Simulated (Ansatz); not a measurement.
TiO2:
```yaml
crystal:
  lattice:
    - [4.54502, 0.00000, 0.00000]
    - [0.00000, 5.51364, 0.00000]
    - [0.00000, 0.00000, 4.89409]
  atoms:
    - { symbol: Ti, position: [0.50000, 0.67571, 0.75000] }
    - { symbol: Ti, position: [0.50000, 0.32429, 0.25000] }
    - { symbol: Ti, position: [0.00000, 0.82429, 0.25000] }
    - { symbol: Ti, position: [0.00000, 0.17571, 0.75000] }
    - { symbol: O, position: [0.72889, 0.61822, 0.08086] }
    - { symbol: O, position: [0.27111, 0.38178, 0.91914] }
    - { symbol: O, position: [0.77111, 0.88178, 0.58086] }
    - { symbol: O, position: [0.22889, 0.11822, 0.41914] }
    - { symbol: O, position: [0.22889, 0.88178, 0.91914] }
    - { symbol: O, position: [0.77111, 0.11822, 0.08086] }
    - { symbol: O, position: [0.27111, 0.61822, 0.41914] }
    - { symbol: O, position: [0.72889, 0.38178, 0.58086] }
```

Relaxed with r²SCAN. Special points in fractions of this cell's reciprocal vectors: Γ (0.000, 0.000, 0.000); X (0.500, 0.000, 0.000); S (0.500, 0.500, 0.000); Y (0.000, 0.500, 0.000); Z (0.000, 0.000, 0.500); U (0.500, 0.000, 0.500); R (0.500, 0.500, 0.500); T (0.000, 0.500, 0.500).

Q: List the band energies nearest the valence-band maximum at these points for r²SCAN in the plane-wave PAW code Ansatz.

A: In eV from the valence-band maximum; about four levels below and three above (degenerate sets whole), none deeper than 8.9 eV; points with the same levels are listed once.

| k | below | above |
|---|---|---|
| Γ | -0.51 -0.44 -0.03 0.00 | 3.08 3.09 3.23 |
| X | -0.49 -0.49 -0.25 -0.25 | 3.54 3.54 3.67 3.67 |
| S | -0.54 -0.54 -0.36 -0.36 | 3.41 3.41 3.41 3.41 |
| Y | -1.23 -1.23 -0.13 -0.13 | 3.19 3.19 3.62 3.62 |
| Z | -0.41 -0.41 -0.29 -0.29 | 3.05 3.05 3.47 3.47 |
| U | -0.51 -0.51 -0.51 -0.51 | 3.39 3.39 3.39 3.39 |
| R | -0.82 -0.82 -0.82 -0.82 | 3.43 3.43 3.43 3.43 |
| T | -0.44 -0.44 -0.44 -0.44 | 3.32 3.32 3.32 3.32 |

Space group Pbcn. This is a known high-pressure phase of the composition, computed here at zero pressure and temperature. Symmetry was held in the r²SCAN relaxation; whether a distortion lowers the energy is not shown. No spin polarisation was allowed.

Potentials: the later of the program's two PAW sets.
